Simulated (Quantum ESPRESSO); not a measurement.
Parts of the isotropic shielding in ZnSe, by GIPAW with PBE in a modified build of Quantum ESPRESSO, on JTH PAW datasets, 20 Ha, k-mesh 8×8×8 shifted:

```
ZnSe
1.0
    0.00000     2.83244     2.83244
    2.83244     0.00000     2.83244
    2.83244     2.83244     0.00000
Zn Se
1 1
Cartesian
  0.00000   0.00000   0.00000
  4.24867   4.24867   4.24867
```
The geometry is a computed Materials Project entry, not a measured one. It is ZnSe in F-43m. Stability against distortions was not tested.

The core term is that of the free atom's frozen core; the paramagnetic column sums the reconstruction terms. Shieldings are absolute and leave out the bulk-susceptibility term; a larger σ means a smaller chemical shift. By our sweeps, such settings leave a few ppm in absolute σ on light atoms and up to some 20 ppm from Zn on. Spin–orbit coupling is left out; its weight grows with the heaviest atom, Se here. No d partial waves on Se: the paramagnetic term there is incompletely reconstructed.

```tsv
site	core	bare (smooth current)	diamagnetic correction	paramagnetic corrections	σ_iso (ppm)
Zn (atom 1)	2275.3	22.8	234.7	___	___
Se (atom 2)	2991.5	33.3	-6.3	___	___
```

Task: Some entries are withheld; supply them.

Result: 
- Zn (atom 1), paramagnetic corrections: -1255.8
- Zn (atom 1), σ_iso (ppm): 1276.9
- Se (atom 2), paramagnetic corrections: -1144.0
- Se (atom 2), σ_iso (ppm): 1874.5
